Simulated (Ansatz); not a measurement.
A generator proposed this cell of B4C3.

```
CELL_PARAMETERS angstrom
6.84763 0.00000 0.00000
-3.42381 5.93022 0.00000
0.00000 0.00000 2.62265
ATOMIC_POSITIONS crystal
B 0.66667 0.33333 0.75000
B 0.33333 0.66667 0.25000
B 0.66963 0.97272 0.75000
B 0.69691 0.66963 0.25000
B 0.97272 0.30309 0.25000
B 0.02728 0.69691 0.75000
B 0.33037 0.02728 0.25000
B 0.30309 0.33037 0.75000
C 0.82915 0.23548 0.75000
C 0.59366 0.82915 0.25000
C 0.23548 0.40634 0.25000
C 0.76452 0.59366 0.75000
C 0.40634 0.17085 0.75000
C 0.17085 0.76452 0.25000
```

The calculation used Ansatz 0.2.0, DFT PBE, scalar-relativistic, plane waves, PAW. Plane waves to 420 eV, a k mesh through Γ of 3×3×6 on the computed 14-atom cell and Gaussian smearing (0.10 eV); no spin polarisation.

Energies over the elements count from the elements' standard structures at the same level, with no fitted energy shifts.

Q: Estimate its pressure, forces and energy as it stands.

A: The pressure is 14.4 GPa (the mean over three directions, positive in compression), the largest force is 1.45 eV/Å, and the energy is +0.19 eV/atom against the elements. The shortest distance is 1.56 Å.

Q: How much does it gain on relaxing, and where does it end?

A: Relaxing gains about 0.05 eV/atom in 11 ionic steps and ends at +0.132 eV/atom on the finer mesh. The symmetry stays P6_3/m (No. 176). The volume per atom grows by 3.6 %, from 7.6 to 7.9 Å³. The shortest distance goes from 1.56 Å (B–C) to 1.58 Å (B–C). Conventional cell: a = 6.827 Å, c = 2.733 Å. B on a site of symmetry -6 has 3 C at 1.61 Å; B on a site of symmetry m is surrounded by 3 C at 1.58–1.60 Å; C is surrounded by 4 B at 1.58–1.61 Å.

The last run used a 6×6×10 mesh (in the run's order of axes) for its 14-atom cell and Gaussian smearing of 0.02 eV. The reference form of C is held partly by dispersion forces, which this level lacks. The relaxation can't lower the symmetry of the start. A structure relaxed within its symmetry needn't be a true minimum.
